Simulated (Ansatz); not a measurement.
# Na3TeF: modes and screening against the lattice constant

The calculation used DFT PBE, scalar-relativistic, plane waves, PAW (Ansatz 0.2.0). Settings: 420 eV plane-wave cutoff, Γ-centred 6×6×6 mesh, fixed occupations. No spin polarisation. Phonons by linear response, acoustic sum rule imposed.

The cell is fixed (symmetry leaves no force on the atoms) and stands under -0.8 GPa:
```cif
data_structure
_symmetry_space_group_name_H-M 'Pm-3m'
_symmetry_Int_Tables_number 221
_cell_length_a 4.7796
_cell_length_b 4.7796
_cell_length_c 4.7796
_cell_angle_alpha 90.000
_cell_angle_beta 90.000
_cell_angle_gamma 90.000
_cell_volume 109.19
loop_
_atom_site_label
_atom_site_type_symbol
_atom_site_symmetry_multiplicity
_atom_site_Wyckoff_symbol
_atom_site_fract_x
_atom_site_fract_y
_atom_site_fract_z
_atom_site_occupancy
Te1 Te 1 a 0.00000 0.00000 0.00000 1
F1 F 1 b 0.50000 0.50000 0.50000 1
Na1 Na 3 c 0.50000 0.50000 0.00000 1
```

The cell is the ideal cubic antiperovskite prototype; whether it is the stable structure of this composition wasn't checked. Spin–orbit coupling is left out, which matters for heavy elements. The run warned that the force constants aren't converged on this k mesh, so the frequencies and all that is formed from them are rough.

Question: How do the optical zone-centre modes (counted from the lowest optical one, degenerate ones once; i marks imaginary ones; without the LO field) and the screening change over a = 4.606, 4.708 and 4.780 Å?

Answer:
```tsv
a (Å)	4.606	4.708	4.780
pressure (GPa)	2.8	0.4	-0.8
gap on the mesh (eV)	2.46	2.16	1.98
ε∞	4.09	4.12	4.11
ε0	9.2	11.1	13.0
mode 1 (cm⁻¹)	120	105	94
mode 4 (cm⁻¹)	133	119	110
mode 7 (cm⁻¹)	192	184	180
mode 10 (cm⁻¹)	277	236	208
```